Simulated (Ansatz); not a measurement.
Given:

Ti$_{6}$Ge$_{2}$B:
```xyz
9
Lattice="6.8098 0.0000 0.0000 -3.4049 5.8974 0.0000 0.0000 0.0000 3.3569" Properties=species:S:1:pos:R:3 pbc="T T T"
Ti    -2.6042     4.5107     0.0000
Ti     5.2085     0.0000     0.0000
Ti     0.8006     1.3868     0.0000
Ti    -1.3440     2.3279     1.6785
Ti     2.6881     0.0000     1.6785
Ti     2.0608     3.5695     1.6785
Ge     0.0000     3.9316     0.0000
Ge     3.4049     1.9658     0.0000
B      0.0000     0.0000     1.6785
```

This is the r²SCAN-relaxed structure.

**Question.** All from r²SCAN (plane waves, PAW; program Ansatz), unless another level is named. Give the electronic character.

**Answer.** metallic (no gap).

**Question.** Predict the formation energy from the elements (no fitted shifts).

**Answer.** -0.67 eV/atom.

**Question.** Give the density of states at the Fermi level.

**Answer.** 0.50 states/eV per atom (mean over ±0.08 eV).

Space group P-62m. The first step of the workflow began from a Materials Project structure, measured or hypothetical; the Crystallography Open Database copy checked does not list it. Its standing as an ambient phase is unchecked. Symmetry was held in the r²SCAN relaxation; its stability against distortions is not shown here. No spin polarisation was allowed. The references are the lowest solids computed at this level, not always the standard phases. Spin–orbit coupling is left out wherever it is not named.

Potentials: the earlier of the program's two PAW sets.
